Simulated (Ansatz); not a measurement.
Te (trigonal-Te type, space group P3_121)

Space group P3₁21 (No. 152); a = b = 4.521 Å, c = 5.955 Å, α = β = 90.00°, γ = 120.00°

```csv
atom,site,symmetry,x,y,z
Te,3a,.2.,0.7319,0.7319,0.0000
```

This relaxed cell (volume V₀) is scaled evenly in all directions, its shape held. The atoms relax within the cell's symmetry.

Level of theory: PBE (plane waves to 420 eV, PAW, scalar-relativistic; Ansatz, an electronic-structure program). k mesh 9×9×6 (Γ-centred), Fermi-Dirac smearing 0.05 eV. Energies are smeared free energies. Compression counts positive. Spin-orbit coupling is left out, though Te is heavy. Te was relaxed with its symmetry unable to fall. The PAW data are Ansatz's earlier set. The zero of ΔE is the relaxed starting cell.

```json
[
 {"V/V₀": "0.900", "P (GPa)": "3.6", "ΔE (kJ/mol of atoms)": "?"},
 {"V/V₀": "0.920", "P (GPa)": "2.6", "ΔE (kJ/mol of atoms)": "2.0"},
 {"V/V₀": "0.940", "P (GPa)": "1.8", "ΔE (kJ/mol of atoms)": "1.1"},
 {"V/V₀": "0.960", "P (GPa)": "1.1", "ΔE (kJ/mol of atoms)": "0.4"},
 {"V/V₀": "0.980", "P (GPa)": "0.5", "ΔE (kJ/mol of atoms)": "0.1"},
 {"V/V₀": "1.000", "P (GPa)": "0.0", "ΔE (kJ/mol of atoms)": "0.0"},
 {"V/V₀": "1.020", "P (GPa)": "-0.5", "ΔE (kJ/mol of atoms)": "0.1"},
 {"V/V₀": "1.040", "P (GPa)": "-0.8", "ΔE (kJ/mol of atoms)": "0.4"},
 {"V/V₀": "1.060", "P (GPa)": "-1.1", "ΔE (kJ/mol of atoms)": "0.7"},
 {"V/V₀": "1.080", "P (GPa)": "-1.3", "ΔE (kJ/mol of atoms)": "1.3"},
 {"V/V₀": "1.100", "P (GPa)": "-1.5", "ΔE (kJ/mol of atoms)": "1.9"}
]
```

Question: What belongs in the gaps?

Answer: 
- 0.900, ΔE (kJ/mol of atoms): 3.3

(A scan under strain: stresses follow from slopes of the energy per volume, elastic moduli from its curvatures.)
